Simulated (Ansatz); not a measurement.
**Relaxing chromium (simple cubic)**

Method: DFT, r2SCAN, plane waves (500 eV) with PAW, scalar-relativistic (Ansatz). The PAW files were generated under PBE, with cores re-solved for the functional.

k-point mesh 13×13×13, Fermi-Dirac smearing 0.05 eV, starting moments 1.50 μB. Cell and atoms relax.

Starting structure:

```
Cr
1.0
     2.34843    0.00000    0.00000
     0.00000    2.34843    0.00000
     0.00000    0.00000    2.34843
Cr
1
Direct
  0.00000 0.00000 0.00000
```

**Question.** What cell does the relaxation end in?

**Answer.** Pm-3m with a = 2.316 Å; 12.42 Å³ per atom against 12.95 at the start (-4.1 %).

**Question.** How much energy does the relaxation gain?

**Answer.** 13.3 meV per atom.

Path of the relaxation (the plane waves are chosen anew near the end, which can shift the energy a little):

| step | E − E(final) (meV/atom) | V (Å³/atom) | P (GPa) | max force (eV/Å) |
| --- | --- | --- | --- | --- |
| 0 | 13.30 | 12.952 | -7.77 | 0.000 |
| 1 | 1.27 | 12.594 | -2.69 | 0.000 |
| 2 | -0.28 | 12.412 | 0.19 | 0.000 |
| 3 | -0.28 | 12.424 | 0.00 | 0.000 |
| 4 | 0.00 | 12.424 | -0.03 | 0.000 |

**Question.** Which magnetic state does it end in?

**Answer.** non-magnetic.
